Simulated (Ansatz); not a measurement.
**Ansatz 0.2.0, single run: TlGaF2**

Launch command:

```bash
ansatz run input.yaml --threads 1 --pin off --max-ram 2560MiB --backend cpu --events-out ev --progress --plain --runs-dir out
```

Input:

```yaml
crystal:
  lattice:
    - [0.0, 0.0, 5.658783]
    - [3.550739, -3.550739, 2.829392]
    - [3.550739, 3.550739, -2.829392]
  atoms:
    - { symbol: Tl, position: [0.25, 0.0, 0.0] }
    - { symbol: Tl, position: [0.75, 0.0, 0.0] }
    - { symbol: Ga, position: [0.75, 0.5, 0.5] }
    - { symbol: Ga, position: [0.25, 0.5, 0.5] }
    - { symbol: F, position: [0.657, 0.5, 0.814] }
    - { symbol: F, position: [0.157, 0.186, 0.5] }
    - { symbol: F, position: [0.343, 0.5, 0.186] }
    - { symbol: F, position: [0.843, 0.814, 0.5] }
  symmetry: { tolerance: 0.0003 }
kpoints:
  mp_grid: { grid: [4, 4, 4], shift: [0, 0, 0] }
magnetization:
  spin_polarized: false
scf:
  occupations: { method: fermi_dirac, width: 0.0422 }
  max_iter: 60
hamiltonian:
  pseudopotentials: { kind: paw }
  xc: pbe
  hubbard: { sites: [{ species: Ga, l: p, u_eff: 20.0 }] }
total_charge: 2
basis:
  ecutwfc: 420
output:
  forces: true
  stress: true
  eigenvalues: true
```

Origin of the cell: a known structure type with other elements, at an estimated volume, so it need not be a known compound.

Output (shortened):

```
Tl: projections on atomic orbitals take those of the free atom [Xe 4f14] 5d10 6s2 6p1, of charge +0.00 (hamiltonian.pseudopotentials.projection_atoms); the dataset's partial waves leave at mo […]
Ga: projections on atomic orbitals take those of the free atom [Ar] 3d10 4s2 4p1, of charge +0.00 (hamiltonian.pseudopotentials.projection_atoms); the dataset's partial waves leave at most 1. […]
F: projections on atomic orbitals take those of the free atom [He] 2s2 2p5, of charge +0.00 (hamiltonian.pseudopotentials.projection_atoms); the dataset's partial waves leave at most 1.6e-8 o […]
Pseudopotentials: kind: paw
Pseudopotential: Tl, paw, valence charge 13, recommended cutoff 420 eV (normal), Tl.paw.azcp
Pseudopotential: Ga, paw, valence charge 13, recommended cutoff 420 eV (normal), Ga.paw.azcp
Pseudopotential: F, paw, valence charge 7, recommended cutoff 420 eV (normal), F.paw.azcp
Functional definition: PBE
  exchange = pbe_x(kappa = kappa, mu = beta*pi^2/3)
  correlation = pbe_c(beta = beta)
Crystal: 8 atoms, lattice volume = 142.689 Å³
Basis set: ecut = 420 eV, 2829 PW (Γ), exchange–correlation on 80×80×80 points (8 copies of the dense FFT grid, shifted against one another)
[… 10 lines left out …]
Initial density: superposition of atomic densities (chi_scale 0.1, normalization cell, long waves of neutral atoms scaled as one to the charged cell's electrons under a Hubbard term (reshape' […]
Functional: x = pbe(κ = 0.804, μ = 0.219515), c = pbe(β = 0.066725)
SCF iter   1: F=—  HF=-33703.969275 eV  Δρ=1.63e-1  dr2=3.83e1
SCF iter   2: F=—  HF=-33692.973376 eV  Δρ=7.77e-2  dr2=6.20e0  defer=21
SCF iter   3: F=—  HF=-33691.346650 eV  Δρ=2.97e-2  dr2=1.90e0  defer=22
SCF iter   4: F=—  HF=-33690.767898 eV  Δρ=1.14e-2  dr2=2.04e-1  defer=24
[… 4 lines left out …]
SCF iter   9: F=—  HF=-33690.817467 eV  Δρ=8.59e-5  dr2=1.82e-5  defer=24
SCF iter  10: F=—  HF=-33690.817478 eV  Δρ=2.30e-5  dr2=2.22e-6  defer=24
SCF iter  11: F=—  HF=-33690.817478 eV  Δρ=1.23e-5  dr2=3.65e-7  defer=24
SCF iter  12: F=-33690.817478 eV  HF=-33690.817478 eV  Δρ=2.65e-6  dr2=1.31e-8
SCF 1 converged in 12 iterations: F = -33690.817478 eV  dr2 = 1.31e-8
SCF converged after 12 iterations
Free energy (F): -33690.817478 eV
Harris-Foulkes:  -33690.817478 eV  (|F-HF|=3.44e-9)
Internal energy: -33690.797243 eV  (E = F + TS)
E sigma→0 (E₀):  -33690.807361 eV
Entropy (-TS):   -0.020235 eV (-2.529 meV/atom)
[… 24 lines left out …]
  atom   5  F      0.023342     0.023342    -0.000000
  atom   6  F     -0.023342     0.023342    -0.000000
  atom   7  F     -0.023342    -0.023342     0.000000
  atom   8  F      0.023342    -0.023342     0.000000
  max |Σ_I F_I| component: 3.47e-18 eV/Å
--- Stress (GPa, compression-positive) ---
       10.027408       0.000000       0.000000
        0.000000      10.027408       0.000001
        0.000000       0.000001      26.110445
  P = ⅓ Tr σ = 15.3884 GPa (153.884 kbar)
Occupation matrices written to <dir>
```

Q: What went wrong?

A: It holds an enormous U: `hamiltonian.hubbard` typed as { sites: [{ species: Ga, l: p, u_eff: 20.0 }] }. The calculation finished and met its thresholds. Its numbers aren't properties of the system.

The run took 17 s on 1 thread of Intel(R) Xeon(R) Platinum 8375C CPU @ 2.90GHz (Ice Lake) (shared host), peak memory 0.53 GiB, from the program's own first density.
